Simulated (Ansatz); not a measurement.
Values for one crystal, relaxed and computed with the program Ansatz at the LDA level (PAW); other levels are named.

```yaml
volume_per_atom: 16.12 Å³
electronic_character: metallic (no gap)
Poisson's ratio: 0.38
zone_centre_stability: no imaginary mode at Γ
Pressure derivative B′: 5.6
Density of states at the Fermi level: 0.24 states/eV per atom (mean over ±0.08 eV)
Elastic constants (relaxed ions, GPa): C11 = 181, C12 = 138, C44 = 56.1
```

Which compound is it?
A) ZnAg, CsCl type
B) NbRh3, Cu3Au type
C) Ag3Au, Cu3Au type
D) Ni3Sn, Cu3Au type

C, Ag3Au, Cu3Au type

Space group Pm-3m (Cu3Au type). The first step of the workflow began from a Materials Project structure, measured or hypothetical; the Crystallography Open Database copy checked does not list it. Its standing as an ambient phase is unchecked. The cell was relaxed with LDA under the symmetry of its start. The run is not spin-polarised. As this level gives no gap, shear constants depend on the k-mesh and smearing (Fermi–Dirac, 0.1 eV here). Spin–orbit coupling is left out wherever it is not named.

Potentials: the later of the program's two PAW sets.
